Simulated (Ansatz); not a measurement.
Task: I (molecular I2 type, space group No. 64) is relaxed with r²SCAN+D4 (plane waves, PAW; program Ansatz). What lattice parameters of the conventional cell result?

Result: a = 7.509 Å, b = 4.589 Å, c = 9.791 Å.

Task: Give the free coordinates with the occupied sites.

Result: In one choice of origin and axes:

```csv
atom,site,symmetry,x,y,z
I,8f,m..,0.0000,0.1587,0.1204
```

Task: Is it a metal or does it have a gap at this level?

Result: A gap of 1.21 eV, indirect.

Space group Cmce (molecular I2 type). The r²SCAN+D4 relaxation kept the symmetry of its start. Spin–orbit coupling is left out wherever it is not named.

Potentials: the earlier of the program's two PAW sets.
